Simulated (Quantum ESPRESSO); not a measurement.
## AsSiF3O3 (finding a planted mistake in a log)

A calculation, not a measurement. The program is pw.x of Quantum ESPRESSO 7.5 (plane-wave density functional theory). The cell is made up: 8 atoms on a quartz lattice with one site empty, with randomly drawn elements, strain and displacements, not relaxed. PseudoDojo standard norm-conserving files (v0.5 for PBE, v0.4.1 for LDA and PBEsol) set the functional; there is no spin polarisation, spin-orbit coupling or dispersion term, and the masses in the input are unused placeholders.

Intended input:

```
&control calculation='scf', pseudo_dir='./dojo.nc.sr.pbe.v0_5.standard.upf', outdir='./o', disk_io='low', tprnfor=.true., tstress=.true. /
&system ibrav=0, nat=8, ntyp=4, nbnd=35, ecutwfc=84.00895049, nosym=.true., tot_charge=0,
 occupations='smearing', smearing='fd', degauss=0.0018374661
/
&electrons conv_thr=7.350e-09, electron_maxstep=60, /
ATOMIC_SPECIES
As 1.0 As.upf
F 1.0 F.upf
O 1.0 O.upf
Si 1.0 Si.upf
CELL_PARAMETERS angstrom
4.9976 0.0 0.0
-2.4988 4.3281 0.0
0.0 0.0 5.4855
ATOMIC_POSITIONS angstrom
As -1.1474 2.1468 1.765
Si 1.3041 2.3422 0.0229
F 1.4733 1.2165 4.3157
F 3.3198 0.6755 2.5297
O 2.7586 2.5738 0.7089
F 0.2537 1.8203 1.1252
O -1.1109 3.1438 3.0275
O 0.8613 3.7618 4.8598
K_POINTS automatic
5 5 4 1 1 1
```

The log is shortened where brackets say so; the opening notice, blank lines, dates and the lines on written files are dropped, and the path of the files is cut. It prints rydbergs, bohrs and kilobars, and counts compression as positive stress. Where no state is partly filled, the Fermi energy that it prints is only some level between the filled and the empty states on the mesh, and need not lie in the true gap.

Log of the intended run:

```
     Program PWSCF v.7.5
     Parallel version (MPI & OpenMP), running on       4 processor cores
     Number of MPI processes:                 4
     Threads/MPI process:                     1
     [start-up lines left out]
     bravais-lattice index     =            0
     lattice parameter (alat)  =       9.4441  a.u.
     unit-cell volume          =     800.7033 (a.u.)^3
     number of atoms/cell      =            8
     number of atomic types    =            4
     number of electrons       =        58.00
     number of Kohn-Sham states=           35
     kinetic-energy cutoff     =      84.0090  Ry
     charge density cutoff     =     336.0358  Ry
     scf convergence threshold =      7.3E-09
     mixing beta               =       0.7000
     number of iterations used =            8  plain     mixing
     Exchange-correlation= PBE
                           (   1   4   3   4   0   0   0)
     [axes and pseudopotential details left out]
   Cartesian axes
     site n.     atom                  positions (alat units)
         1        As     tau(   1) = (  -0.2295902   0.4295662   0.3531695  )
         2        Si     tau(   2) = (   0.2609453   0.4686650   0.0045822  )
         3        F      tau(   3) = (   0.2948015   0.2434168   0.8635545  )
         4        F      tau(   4) = (   0.6642789   0.1351649   0.5061830  )
         5        O      tau(   5) = (   0.5519850   0.5150072   0.1418481  )
         6        F      tau(   6) = (   0.0507644   0.3642348   0.2251481  )
         7        O      tau(   7) = (  -0.2222867   0.6290619   0.6057908  )
         8        O      tau(   8) = (   0.1723427   0.7527213   0.9724268  )
     number of k points=    50  Fermi-Dirac smearing, width (Ry)=  0.0018
                       cart. coord. in units 2pi/alat
        k(    1) = (   0.1000000   0.1732030   0.1138821), wk =   0.0400000
        k(    2) = (   0.1000000   0.1732030   0.3416462), wk =   0.0400000
     [further k points left out]
     Dense  grid:    83317 G-vectors     FFT dimensions: (  60,  60,  64)
     Estimated max dynamical RAM per process >     182.45 MB
     Estimated total dynamical RAM >     668.79 MB
     Initial potential from superposition of free atoms
     starting charge      57.9991, renormalised to      58.0000
     Starting wfcs are   37 randomized atomic wfcs
     total cpu time spent up to now is        4.0 secs
     per-process dynamical memory:   140.9 Mb
     Self-consistent Calculation
     iteration #  1     ecut=    84.01 Ry     beta= 0.70
     Davidson diagonalization with overlap
     ethr =  1.00E-02,  avg # of iterations =  3.0
     total cpu time spent up to now is       12.8 secs
     total energy              =    -466.28553239 Ry
     estimated scf accuracy    <       2.51718667 Ry
     iteration #  2     ecut=    84.01 Ry     beta= 0.70
     Davidson diagonalization with overlap
     ethr =  4.34E-03,  avg # of iterations =  3.0
     total cpu time spent up to now is       19.1 secs
     total energy              =    -465.44391613 Ry
     estimated scf accuracy    <       9.89891670 Ry
     [iterations 3 to 11 left out]
     iteration # 12     ecut=    84.01 Ry     beta= 0.70
     Davidson diagonalization with overlap
     ethr =  9.84E-11,  avg # of iterations =  3.8
     total cpu time spent up to now is       96.5 secs
     total energy              =    -467.50256663 Ry
     estimated scf accuracy    <       0.00000002 Ry
     iteration # 13     ecut=    84.01 Ry     beta= 0.70
     Davidson diagonalization with overlap
     ethr =  3.93E-11,  avg # of iterations =  2.0
     total cpu time spent up to now is      102.2 secs
     End of self-consistent calculation
     [lines on levels left out]
     the Fermi energy is     3.7604 ev
!    total energy              =    -467.50256664 Ry
     estimated scf accuracy    <          8.0E-10 Ry
     smearing contrib. (-TS)   =      -0.00000000 Ry
     internal energy E=F+TS    =    -467.50256664 Ry
     The total energy is F=E-TS. E is the sum of the following terms:
     one-electron contribution =    -338.37670067 Ry
     hartree contribution      =     194.54867000 Ry
     xc contribution           =    -109.24555148 Ry
     ewald contribution        =    -214.42898449 Ry
     convergence has been achieved in  13 iterations
     Forces acting on atoms (cartesian axes, Ry/au):
     atom    1 type  1   force =    -0.28492196    0.03633990    0.42221513
     atom    2 type  4   force =     0.08549775    0.17981094   -0.35321638
     atom    3 type  2   force =    -0.03049407    0.03323064    0.09079451
     atom    4 type  2   force =     0.02774833   -0.01024338   -0.05595642
     atom    5 type  3   force =    -0.10019160    0.01881782   -0.13462669
     atom    6 type  2   force =     0.25780062   -0.17113262   -0.06182065
     atom    7 type  3   force =     0.02790767    0.01708618   -0.01670376
     atom    8 type  3   force =     0.01665327   -0.10390949    0.10931425
     Total force =     0.769360     Total SCF correction =     0.000065
     Computing stress (Cartesian axis) and pressure
          total   stress  (Ry/bohr**3)                   (kbar)     P=      140.04
   0.00214363  -0.00021535  -0.00020434          315.34      -31.68      -30.06
  -0.00021535  -0.00003082  -0.00004856          -31.68       -4.53       -7.14
  -0.00020434  -0.00004856   0.00074316          -30.06       -7.14      109.32
     init_run     :      3.66s CPU      3.89s WALL (       1 calls)
     electrons    :     97.05s CPU     98.26s WALL (       1 calls)
     forces       :      1.00s CPU      1.05s WALL (       1 calls)
     stress       :      3.29s CPU      3.29s WALL (       1 calls)
     [timing details left out]
     PWSCF        :   1m45.11s CPU   1m46.68s WALL
     JOB DONE.
```

A second run was made from an input with one planted mistake. Its log:

```
     Program PWSCF v.7.5
     Parallel version (MPI & OpenMP), running on       4 processor cores
     Number of MPI processes:                 4
     Threads/MPI process:                     1
     [start-up lines left out]
     bravais-lattice index     =            0
     lattice parameter (alat)  =       9.4441  a.u.
     unit-cell volume          =     800.7033 (a.u.)^3
     number of atoms/cell      =            8
     number of atomic types    =            4
     number of electrons       =        58.00
     number of Kohn-Sham states=           53
     kinetic-energy cutoff     =      84.0090  Ry
     charge density cutoff     =     336.0358  Ry
     scf convergence threshold =      7.3E-09
     mixing beta               =       0.7000
     number of iterations used =            8  plain     mixing
     Exchange-correlation= PBE
                           (   1   4   3   4   0   0   0)
     [axes and pseudopotential details left out]
   Cartesian axes
     site n.     atom                  positions (alat units)
         1        As     tau(   1) = (  -0.2295902   0.4295662   0.3531695  )
         2        Si     tau(   2) = (   0.2609453   0.4686650   0.0045822  )
         3        F      tau(   3) = (   0.2948015   0.2434168   0.8635545  )
         4        F      tau(   4) = (   0.6642789   0.1351649   0.5061830  )
         5        O      tau(   5) = (   0.5519850   0.5150072   0.1418481  )
         6        F      tau(   6) = (   0.0507644   0.3642348   0.2251481  )
         7        O      tau(   7) = (  -0.2222867   0.6290619   0.6057908  )
         8        O      tau(   8) = (   0.1723427   0.7527213   0.9724268  )
     number of k points=    50  Fermi-Dirac smearing, width (Ry)=  0.0514
                       cart. coord. in units 2pi/alat
        k(    1) = (   0.1000000   0.1732030   0.1138821), wk =   0.0400000
        k(    2) = (   0.1000000   0.1732030   0.3416462), wk =   0.0400000
     [further k points left out]
     Dense  grid:    83317 G-vectors     FFT dimensions: (  60,  60,  64)
     Estimated max dynamical RAM per process >     234.25 MB
     Estimated total dynamical RAM >     875.96 MB
     Initial potential from superposition of free atoms
     starting charge      57.9991, renormalised to      58.0000
     Starting wfcs are   37 randomized atomic wfcs +   16 random wfcs
     total cpu time spent up to now is        5.1 secs
     per-process dynamical memory:   179.9 Mb
     Self-consistent Calculation
     iteration #  1     ecut=    84.01 Ry     beta= 0.70
     Davidson diagonalization with overlap
     ethr =  1.00E-02,  avg # of iterations =  6.5
     total cpu time spent up to now is       30.6 secs
     total energy              =    -466.38805254 Ry
     estimated scf accuracy    <       2.40797132 Ry
     iteration #  2     ecut=    84.01 Ry     beta= 0.70
     Davidson diagonalization with overlap
     ethr =  4.15E-03,  avg # of iterations =  2.4
     total cpu time spent up to now is       46.5 secs
     total energy              =    -465.54044391 Ry
     estimated scf accuracy    <       9.76019909 Ry
     [iterations 3 to 10 left out]
     iteration # 11     ecut=    84.01 Ry     beta= 0.70
     Davidson diagonalization with overlap
     ethr =  8.51E-09,  avg # of iterations =  1.0
     total cpu time spent up to now is      154.1 secs
     total energy              =    -467.54646579 Ry
     estimated scf accuracy    <       0.00000011 Ry
     iteration # 12     ecut=    84.01 Ry     beta= 0.70
     Davidson diagonalization with overlap
     ethr =  1.87E-10,  avg # of iterations =  2.5
     total cpu time spent up to now is      169.8 secs
     End of self-consistent calculation
     [lines on levels left out]
     the Fermi energy is     4.3004 ev
!    total energy              =    -467.54646580 Ry
     estimated scf accuracy    <          5.5E-09 Ry
     smearing contrib. (-TS)   =      -0.12036567 Ry
     internal energy E=F+TS    =    -467.42610012 Ry
     The total energy is F=E-TS. E is the sum of the following terms:
     one-electron contribution =    -338.79441805 Ry
     hartree contribution      =     195.05961299 Ry
     xc contribution           =    -109.26231058 Ry
     ewald contribution        =    -214.42898449 Ry
     convergence has been achieved in  12 iterations
     Forces acting on atoms (cartesian axes, Ry/au):
     atom    1 type  1   force =    -0.28656876    0.02241189    0.40831228
     atom    2 type  4   force =     0.10003258    0.13830238   -0.31517552
     atom    3 type  2   force =    -0.03108546    0.03801248    0.08386315
     atom    4 type  2   force =     0.01273341   -0.02692478   -0.03767354
     atom    5 type  3   force =    -0.13660987    0.03812537   -0.15142257
     atom    6 type  2   force =     0.31326159   -0.16808564   -0.08873002
     atom    7 type  3   force =     0.01883045    0.03813379    0.01570035
     atom    8 type  3   force =     0.00940607   -0.07997550    0.08512587
     Total force =     0.763317     Total SCF correction =     0.000190
     Computing stress (Cartesian axis) and pressure
          total   stress  (Ry/bohr**3)                   (kbar)     P=      177.37
   0.00244279  -0.00026741  -0.00028523          359.35      -39.34      -41.96
  -0.00026741   0.00019439  -0.00007086          -39.34       28.60      -10.42
  -0.00028523  -0.00007086   0.00098012          -41.96      -10.42      144.18
     init_run     :      4.64s CPU      4.95s WALL (       1 calls)
     electrons    :    163.60s CPU    164.79s WALL (       1 calls)
     forces       :      2.33s CPU      2.36s WALL (       1 calls)
     stress       :      6.27s CPU      6.27s WALL (       1 calls)
     [timing details left out]
     PWSCF        :   2m57.03s CPU   2m58.63s WALL
     JOB DONE.
```

Question: what was wrong in the second input?

Answer: the smearing is too wide. The input lines that differ, file-writing options aside:

```
- &system ibrav=0, nat=8, ntyp=4, nbnd=35, ecutwfc=84.00895049, nosym=.true., tot_charge=0,
+ &system ibrav=0, nat=8, ntyp=4, nbnd=53, ecutwfc=84.00895049, nosym=.true., tot_charge=0,
-  occupations='smearing', smearing='fd', degauss=0.0018374661
+  occupations='smearing', smearing='fd', degauss=0.0514490510
```

|  | intended run | run with the mistake |
| --- | --- | --- |
| free energy (eV) | -6360.696 | -6361.294 |
| smearing term -TS (eV) | 0.0000 | -1.6377 |
| pressure (GPa) | 14.00 | 17.74 |
| largest force component (eV/Å) | 10.856 | 10.498 |
| largest change of a force component (eV/Å) |  | 1.426 |
| iterations | 13 | 12 |

For scale, a rerun of the intended cell at a cutoff of 1437 eV and k mesh 7 x 7 x 6 moved values by no more than 0.004 eV in energy, 0.02 GPa in stress and 0.003 eV/Å in force. The number of bands, nbnd, was set by rule from the electron count and the smearing, so it follows the mistake.